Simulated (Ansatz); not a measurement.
SiO$_{2}$: excitons and shallow donors from band masses and screening

All numbers below come from DFT r2SCAN, scalar-relativistic, plane waves, PAW in Ansatz 0.2.0.

Cutoff 500 eV; k points 4×4×4 on the computed 24-atom cell (Γ-centred); Gaussian smearing, width 0.02 eV; no spin polarisation.

Relaxed cell: Ia-3, a = 8.447 Å, b = 8.447 Å, c = 8.447 Å, α = 90.00°, β = 90.00°, γ = 90.00°, 24 atoms in the primitive cell. This form isn't the usual stable structure of the compound.

The calculation gives a Kohn–Sham gap of 6.59 eV, an electron mass of 0.492 mₑ and a hole mass of 3.09 mₑ (harmonic means over x, y, z and over the bands degenerate at each edge), and ε∞ = 2.44 (independent particles, mean of the diagonal).

**Question.** Estimate the binding energy and radius of a Wannier–Mott exciton and of a shallow donor, and say whether the hydrogenic model can hold.

**Answer.** The reduced mass is μ = mₙmₕ/(mₙ + mₕ) = 0.424 mₑ, with mₙ and mₕ the band masses. With E_b = 13.606 eV × μ/ε² and a = 0.529 Å × ε/μ (μ in mₑ) the exciton has E_b = 971 meV and a = 3.0 Å. For a donor μ is the electron mass: 1125 meV and 2.6 Å. The radius isn't large against the shortest lattice vector (7.32 Å), so the continuum picture is doubtful and the numbers are only a scale. In a polar crystal the ions screen too, so a state bound more weakly than an optical phonon feels the larger static constant, which lowers the energy and widens the orbit. The other way, the small Kohn–Sham gap and the missing local fields make ε∞ too large and the masses tend to be too light, which underbinds. The edges lie at different points of the zone, so the exciton is indirect.

Cost: 4 runs of about 20 core-minutes in all, on Intel Xeon Platinum 8488C (Sapphire Rapids) (shared hosts).